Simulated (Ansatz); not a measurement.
**Property card for NbIr3**

NbIr$_{3}$:
```
NbIr3
1.0
    5.51836     0.00000     0.00000
   -2.75918     4.77904     0.00000
    0.00000     0.00000     4.43446
Nb Ir
2 6
Direct
  0.33333   0.66667   0.75000
  0.66667   0.33333   0.25000
  0.16414   0.32828   0.25000
  0.83586   0.67172   0.75000
  0.83586   0.16414   0.75000
  0.16414   0.83586   0.25000
  0.67172   0.83586   0.25000
  0.32828   0.16414   0.75000
```

Space group P6_3/mmc (No. 194); conventional cell a = b = 5.5184 Å, c = 4.4345 Å, α = β = 90.00°, γ = 120.00°.

Method: PBEsol (plane waves, PAW; program Ansatz). The cell and atoms are relaxed at this level. Other levels are named where they apply.

Cell and energy:

```json
{
 "volume_per_atom": "14.62 Å³",
 "density": "19.01 g/cm³",
 "Formation energy from the elements (no fitted shifts)": "-0.63 eV/atom"
}
```

Electronic structure:

```json
{
  "electronic_character": "metallic (no gap)",
  "Density of states at the Fermi level": "0.35 states/eV per atom (mean over ±0.08 eV)",
  "Gap with spin–orbit coupling": "none (metallic)"
}
```

Mechanics:

```json
{
 "Bulk modulus (Birch–Murnaghan fit)": "343 GPa",
 "Pressure derivative B′": "4.8",
 "Elastic constants (relaxed ions, GPa)": "C11 = 632, C12 = 204, C13 = 183, C33 = 694, C44 = 179",
 "mechanical_stability": "stable (all eigenvalues of C positive)",
 "hill_bulk_and_shear_moduli": "344 and 206 GPa",
 "Young's modulus": "514 GPa",
 "Poisson's ratio": "0.25",
 "debye_temperature_from_the_elastic_constants": "445 K"
}
```

Phonons:

```json
{
  "highest_zone_centre_frequency": "220 cm⁻¹",
  "zone_centre_stability": "no imaginary mode at Γ"
}
```

The workflow started from a Materials Project entry (that database holds measured and hypothetical structures alike); the Crystallography Open Database copy checked does not list it. COD files the formula under space group No. 221. Its standing as an ambient phase is unchecked. The cell was relaxed with PBEsol under the symmetry of its start. The run is not spin-polarised. As this level gives no gap, shear constants depend on the k-mesh and smearing (Fermi–Dirac, 0.1 eV here). As this level gives no gap, phonon frequencies hold no LO–TO term and depend on the k-mesh and smearing (Fermi–Dirac, 0.1 eV here). Axis ratios of metals converge slowly with the k-mesh, so a and c are less sure than the volume. The references are the lowest solids computed at this level, not always the standard phases. Spin–orbit coupling is left out wherever it is not named.

Potentials: the later of the program's two PAW sets.
